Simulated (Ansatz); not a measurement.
Input file for Ansatz (a first-principles code):

Ansatz 0.2 input:
```yaml
crystal:
  lattice:
    - [0.0, 4.475424734, 4.475424734]
    - [4.475424734, 0.0, 4.475424734]
    - [4.475424734, 4.475424734, 0.0]
  atoms:
    - { symbol: In, position: [0.625, 0.625, 0.625] }
    - { symbol: In, position: [0.125, 0.625, 0.625] }
    - { symbol: In, position: [0.625, 0.125, 0.625] }
    - { symbol: In, position: [0.625, 0.625, 0.125] }
    - { symbol: Mg, position: [0.25, 0.25, 0.25] }
    - { symbol: Mg, position: [0.0, 0.0, 0.0] }
    - { symbol: O, position: [0.868921324, 0.868921324, 0.868921324] }
    - { symbol: O, position: [0.3932360279, 0.868921324, 0.868921324] }
    - { symbol: O, position: [0.868921324, 0.3932360279, 0.868921324] }
    - { symbol: O, position: [0.868921324, 0.868921324, 0.3932360279] }
    - { symbol: O, position: [0.381078676, 0.381078676, 0.381078676] }
    - { symbol: O, position: [0.8567639721, 0.381078676, 0.381078676] }
    - { symbol: O, position: [0.381078676, 0.8567639721, 0.381078676] }
    - { symbol: O, position: [0.381078676, 0.381078676, 0.8567639721] }
kpoints:
  mp_grid: { grid: [5, 5, 5] }
  band_path:
    path:
      - [[0.0, 0.0, 0.0], [0.5, 0.0, 0.5], [0.625, 0.25, 0.625]]  # Γ-X-U
      - [[0.375, 0.375, 0.75], [0.0, 0.0, 0.0], [0.5, 0.5, 0.5], [0.5, 0.25, 0.75], [0.5, 0.0, 0.5]]  # K-Γ-L-W-X
      - [VBM, CBM]
    npoints: 12
basis: { xc_grid: 2 }
hamiltonian:
  xc: pbesol
  pseudopotentials: { azcp: { folder: ./paw }, kind: paw_fr }
magnetization: { noncollinear: true, spin_orbit: true }
scf:
  n_extra_bands: 28
  convergence: { dr2_threshold: 0.0000000001 }
  occupations: { method: gaussian, width: 0.01 }
checkpoint: { write: soc.run }
output: { eigenvalues: true }
```

Output (shortened):

```
Pseudopotential: In, paw, valence charge 13
Pseudopotential: Mg, paw, valence charge 10
Pseudopotential: O, paw, valence charge 6
Functional definition: PBEsol
non-collinear run that drives no moment, with spin-orbit …
Crystal: 14 atoms, lattice volume = 179.280 Å³
Basis set: ecut = 420 eV, 3479 PW (Γ), exchange–correlation on 90×90×90 points (8 copies of the dense FFT grid, shifted against one another)
Bands: 148, of which v1, the nominal top of the filled ones, is band 120 counted from 1 (119 counted from 0)
Symmetry: 48 space group operations + 48 with time reversal
k-points: 10 of 125
Projection manifold: j_resolved (fully-relativistic pseudo-atomic orbitals)
SCF iter   1: F=—  HF=-30428.157300 eV  |F-HF|=—  |Δ(HF+E_count)|=         —  Δρ=6.39e-2  dr2=5.00e0  dr2_m=0.00e0 (ungated)  ethr=3.10e-3  |M|=0.00e0 ∫|m|=0.00e0 μB  |m|>n=0.0e0 m-floor=0.0e0 τ_xc=0.0e0  β_m=0.30  ⟨swp⟩=6.0  Hψ=3542  notcnv=0  defer=98
preconditioner: auto → Resta (q_TF=auto, 2.552 Å⁻¹)
spin=Noncollinear: Resta preconditioning applied to the charge; magnetization (m_x, m_y, m_z) channels mix plain (no charge-response kernel on spin).
SCF iter   2: F=—  HF=-30427.474818 eV  |F-HF|=—  |Δ(HF+E_count)|=   6.82e-1  Δρ=4.45e-2  dr2=2.58e0  dr2_m=0.00e0 (ungated)  ethr=3.10e-3  |M|=0.00e0 ∫|m|=0.00e0 μB  |m|>n=0.0e0 m-floor=0.0e0 τ_xc=0.0e0  β_m=0.65  ⟨swp⟩=2.0  Hψ=890  notcnv=0  defer=210
SCF iter   3: F=—  HF=-30426.896188 eV  |F-HF|=—  |Δ(HF+E_count)|=   5.79e-1  Δρ=5.95e-3  dr2=6.44e-2  dr2_m=0.00e0 (ungated)  ethr=2.15e-3  |M|=0.00e0 ∫|m|=0.00e0 μB  |m|>n=0.0e0 m-floor=0.0e0 τ_xc=0.0e0  β_m=0.73  ⟨swp⟩=2.0  Hψ=1240  notcnv=0  defer=218
SCF iter   4: F=—  HF=-30426.908814 eV  |F-HF|=—  |Δ(HF+E_count)|=   1.26e-2  Δρ=2.47e-3  dr2=1.33e-2  dr2_m=0.00e0 (ungated)  ethr=5.36e-5  |M|=0.00e0 ∫|m|=0.00e0 μB  |m|>n=0.0e0 m-floor=0.0e0 τ_xc=0.0e0  β_m=0.79  ⟨swp⟩=2.0  Hψ=894  notcnv=0  defer=220
SCF iter   5: F=—  HF=-30426.912020 eV  |F-HF|=—  |Δ(HF+E_count)|=   3.21e-3  Δρ=1.40e-3  dr2=2.80e-3  dr2_m=0.00e0 (ungated)  ethr=1.11e-5  |M|=0.00e0 ∫|m|=0.00e0 μB  |m|>n=0.0e0 m-floor=0.0e0 τ_xc=0.0e0  β_m=0.77  ⟨swp⟩=2.0  Hψ=1168  notcnv=0  defer=220
SCF iter   6: F=—  HF=-30426.912645 eV  |F-HF|=—  |Δ(HF+E_count)|=   6.24e-4  Δρ=2.17e-4  dr2=7.11e-5  dr2_m=0.00e0 (ungated)  ethr=2.33e-6  |M|=0.00e0 ∫|m|=0.00e0 μB  |m|>n=0.0e0 m-floor=0.0e0 τ_xc=0.0e0  β_m=0.88  ⟨swp⟩=2.0  Hψ=1133  notcnv=0  defer=220
SCF iter   7: F=—  HF=-30426.912758 eV  |F-HF|=—  |Δ(HF+E_count)|=   1.13e-4  Δρ=4.93e-5  dr2=3.15e-6  dr2_m=0.00e0 (ungated)  ethr=5.92e-8  |M|=0.00e0 ∫|m|=0.00e0 μB  |m|>n=0.0e0 m-floor=0.0e0 τ_xc=0.0e0  β_m=0.89  ⟨swp⟩=2.0  Hψ=1222  notcnv=0  defer=220
SCF iter   8: F=—  HF=-30426.912877 eV  |F-HF|=—  |Δ(HF+E_count)|=   1.19e-4  Δρ=1.36e-5  dr2=2.76e-7  dr2_m=0.00e0 (ungated)  ethr=2.63e-9  |M|=0.00e0 ∫|m|=0.00e0 μB  |m|>n=0.0e0 m-floor=0.0e0 τ_xc=0.0e0  β_m=0.94  ⟨swp⟩=2.0  Hψ=1314  notcnv=0  defer=220
SCF iter  11: F=-30426.912877 eV  HF=-30426.912877 eV  |F-HF|=0.00e0  |Δ(HF+E_count)|=  4.87e-10  Δρ=1.47e-7  dr2=4.27e-11  dr2_m=0.00e0 (ungated)  ethr=1.00e-12  |M|=0.00e0 ∫|m|=0.00e0 μB  |m|>n=0.0e0 m-floor=0.0e0 τ_xc=0.0e0  ⟨swp⟩=10.8  Hψ=3381  notcnv=0
SCF 1 converged in 11 iterations: F = -30426.912877 eV  dr2 = 4.27e-11
NSCF: frozen V_eff on 16 k-points
NSCF: frozen V_eff on 16 k-points
NSCF: frozen V_eff on 16 k-points
NSCF: frozen V_eff on 7 k-points
NSCF: frozen V_eff on 6 k-points
NSCF: frozen V_eff on 5 k-points
NSCF: frozen V_eff on 3 k-points
NSCF: frozen V_eff on 87 k-points
SCF converged after 11 iterations
Magnetization: |M| = 0.0000 μB,  M = (+0.0000, +0.0000, +0.0000) μB
Absolute magnetization: 0.0000 μB (∫|m|)
  site 0: m = (+0.0000, +0.0000, +0.0000) μB, |m| = 0.0000 μB  (R = 0.90 Å)
  site 1: m = (+0.0000, +0.0000, +0.0000) μB, |m| = 0.0000 μB  (R = 0.90 Å)
  site 2: m = (+0.0000, +0.0000, +0.0000) μB, |m| = 0.0000 μB  (R = 0.90 Å)
  site 3: m = (+0.0000, +0.0000, +0.0000) μB, |m| = 0.0000 μB  (R = 0.90 Å)
  site 4: m = (+0.0000, +0.0000, +0.0000) μB, |m| = 0.0000 μB  (R = 0.84 Å)
  site 5: m = (+0.0000, +0.0000, +0.0000) μB, |m| = 0.0000 μB  (R = 0.84 Å)
  site 6: m = (+0.0000, +0.0000, +0.0000) μB, |m| = 0.0000 μB  (R = 0.84 Å)
  site 7: m = (+0.0000, +0.0000, +0.0000) μB, |m| = 0.0000 μB  (R = 0.84 Å)
  site 8: m = (+0.0000, +0.0000, +0.0000) μB, |m| = 0.0000 μB  (R = 0.84 Å)
  site 9: m = (+0.0000, +0.0000, +0.0000) μB, |m| = 0.0000 μB  (R = 0.84 Å)
  site 10: m = (+0.0000, +0.0000, +0.0000) μB, |m| = 0.0000 μB  (R = 0.84 Å)
  site 11: m = (+0.0000, +0.0000, +0.0000) μB, |m| = 0.0000 μB  (R = 0.84 Å)
  site 12: m = (+0.0000, +0.0000, +0.0000) μB, |m| = 0.0000 μB  (R = 0.84 Å)
  site 13: m = (+0.0000, +0.0000, +0.0000) μB, |m| = 0.0000 μB  (R = 0.84 Å)
Free energy (F): -30426.912877 eV
Harris-Foulkes:  -30426.912877 eV  (|F-HF|=0.00e0)
Internal energy: -30426.912877 eV  (E = F + TS)
E sigma→0 (E₀):  -30426.912877 eV
Fermi energy:    8.460648 eV
--- Per-component energies (eV) ---
  E_band       = -696.287618
  E_kinetic    = 2373.487270
  E_local      = -9917.480403  (includes V_loc(G=0)·N_el)
  E_nonlocal   = 2137.341494
  E_hartree    = 3711.375124
  E_xc         = -1181.488971
  E_vxc        = -1149.668059  (∫ρ·V_xc dr)
  E_paw        = -18412.915523  (= ΣΔE_a)
  E_vpaw       = -1562.724178  (= ΣTr[D̂ρ^β])
  E_aug_tail   = 0.005734  (compensation charges beyond the density's cutoff)
  E_ewald      = -9138.592959
  E_core_change = 1.355356  (= ΣΔE_core)
  E_smearing   =  0.000000  (= −TS)
  E_closure    = 0.000000  (closes the sum)
  Σ components = -30426.912877   (vs F -30426.912877, Δ=0.00e0)
  [band-id]    e_kinetic+e_local+e_nonlocal+2·e_hartree+e_vxc+e_vpaw+e_augmentation_tail = -696.287893   (vs E_band -696.287618, Δ=-2.74e-4)
--- Band table (eV; the first three rows and the last of 10) ---
  k-point 0: bands = ["-64.8250", "-64.8250", "-64.8250", "-64.8250", "-31.9673", "-31.9673", "-31.9666", "-31.9666", "-31.6807", "-31.6807", "-31.6807", "-31.6807", "-31.6799", "-31.6799", "-31.6799", "-31.6799", "-9.8591", "-9.8591", "-9.2056", "-9.2056", …
  k-point 1: bands = ["-64.8250", "-64.8250", "-64.8250", "-64.8250", "-31.9673", "-31.9673", "-31.9666", "-31.9666", "-31.6807", "-31.6807", "-31.6806", "-31.6806", "-31.6800", "-31.6800", "-31.6799", "-31.6799", "-9.7784", "-9.7784", "-9.2128", "-9.2128", …
  k-point 2: bands = ["-64.8250", "-64.8250", "-64.8250", "-64.8250", "-31.9672", "-31.9672", "-31.9667", "-31.9667", "-31.6807", "-31.6807", "-31.6804", "-31.6804", "-31.6801", "-31.6801", "-31.6798", "-31.6798", "-9.5897", "-9.5897", "-9.2136", "-9.2136", …
  k-point 9: bands = ["-64.8250", "-64.8250", "-64.8250", "-64.8250", "-31.9671", "-31.9671", "-31.9669", "-31.9669", "-31.6807", "-31.6807", "-31.6804", "-31.6804", "-31.6802", "-31.6802", "-31.6798", "-31.6798", "-9.4310", "-9.4310", "-9.2172", "-9.2172", …
```

Cost: roughly 17 core-minutes on shared cores.

Space group Fd-3m (spinel). A made-up cell: these elements were put on the sites of a structure type; the Crystallography Open Database copy checked does not list it. Whether it is the stable phase at ambient conditions was not checked. The PBEsol relaxation kept the symmetry of its start; whether a distortion lowers the energy is not shown.

Potentials: the earlier of the program's two PAW sets. The files were generated under PBE; for other functionals the program regenerates the frozen cores, and for LDA and PBEsol the local potential too.

Ansatz is a plane-wave DFT program.
